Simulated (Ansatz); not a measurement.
TiCo2 (cubic Laves, MgCu2 type)

```
CELL_PARAMETERS angstrom
      0.00000     3.27660     3.27660
      3.27660     0.00000     3.27660
      3.27660     3.27660     0.00000
ATOMIC_POSITIONS crystal
  Ti 0.00000 0.00000 0.00000
  Ti 0.25000 0.25000 0.25000
  Co 0.12500 0.62500 0.62500
  Co 0.62500 0.62500 0.12500
  Co 0.62500 0.12500 0.62500
  Co 0.62500 0.62500 0.62500
```

This relaxed cell (volume V₀) is scaled evenly in all directions, its shape held. Symmetry pins the atoms to their sites.

These are PBEsol (plane waves to 420 eV, PAW, scalar-relativistic; Ansatz, a quantum-chemistry and plane-wave program) values and carry that method's errors. k mesh 12×12×12 (Γ-centred), Fermi-Dirac smearing 0.05 eV. The energy includes the smearing's −TS. Compression counts positive. TiCo2 is run without spin polarisation. TiCo2 was relaxed with its symmetry unable to fall. ΔE is measured from the relaxed starting cell. The last digit holds for this mesh only.

```tsv
V (Å³/atom)	ΔE (meV/atom)
11.022	34.0
11.163	21.3
11.304	11.7
11.445	withheld
11.585	1.2
11.726	0.0
11.867	1.2
12.007	4.7
12.148	10.3
12.289	17.9
12.430	27.4
```

### Question
Fit a third-order Birch-Murnaghan form (E₀, V₀, B₀, B₀′ free) to the given rows and predict ΔE at V = 11.445.

### Answer
Least squares on the 10 given rows: ΔE = E₀ + (9V₀B₀/16)·y²·[2 + (B₀′ − 4)y], y = (V₀/V)^(2/3) − 1, with V₀ = 11.726 Å³/atom, B₀ = 230.7 GPa (160.2 GPa = 1 eV/Å³; the term in eV is multiplied by 1000), B₀′ = 4.46, E₀ = 0.01 meV/atom; root-mean-square residual 0.04 meV/atom. At 11.445 the fit gives 5.1 meV/atom; the calculation gives 5.1 meV/atom, the same to the digits shown. For the pressure the fit gives 5.9 GPa against the computed 5.9 GPa.

(Under strain, the slope of the energy per volume gives the stress and its curvature an elastic modulus.)
